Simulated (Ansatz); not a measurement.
Computed energy against volume: CdO (rock salt)

CdO (rock salt)

```xyz
2
Lattice="0.0000 2.3838 2.3838 2.3838 0.0000 2.3838 2.3838 2.3838 0.0000" Properties=species:S:1:pos:R:3 pbc="T T T"
O      0.0000     0.0000     0.0000
Cd     2.3838     2.3838     2.3838
```

The volume is varied about the relaxed value V₀ at fixed cell shape. Symmetry pins the atoms to their sites.

The numbers are results of PBE (plane waves to 420 eV, PAW, scalar-relativistic; Ansatz, a first-principles code), not measurements. k mesh 13×13×13 (Γ-centred), Fermi-Dirac smearing 0.05 eV. E stands for the smeared free energy. Compression counts positive. CdO was relaxed with its symmetry unable to fall. The zero of ΔE is the relaxed starting cell.

| V/V₀ | ΔE (eV/atom) | P (GPa) |
|---|---|---|
| 0.900 | 0.065 | 17.1 |
| 0.917 | 0.044 | 13.5 |
| 0.933 | 0.027 | 10.2 |
| 0.950 | 0.015 | 7.3 |
| 0.967 | 0.006 | 4.6 |
| 0.983 | 0.002 | 2.2 |
| 1.000 | 0.000 | 0.0 |
| 1.017 | 0.001 | -2.0 |
| 1.033 | 0.006 | -3.8 |
| 1.050 | 0.012 | -5.5 |
| 1.067 | 0.021 | -7.0 |
| 1.083 | 0.032 | -8.3 |
| 1.100 | 0.044 | -9.5 |

What the scan shows:

| Item | Value |
|---|---|
| Pressure at the smallest volume | 17.1 GPa |
| Energy cost of the largest compression | 65 meV/atom |
| Energy cost of the largest expansion | 44 meV/atom |
| Bulk modulus B₀ (third-order Birch-Murnaghan fit) | 126 GPa |
| Pressure derivative B₀′ (fit) | 4.8 |
| Equilibrium volume of the fit | 13.55 Å³/atom |
| Pressure for 5 % compression (fit) | 7.3 GPa |

(Under strain, the slope of the energy per volume gives the stress and its curvature an elastic modulus.)
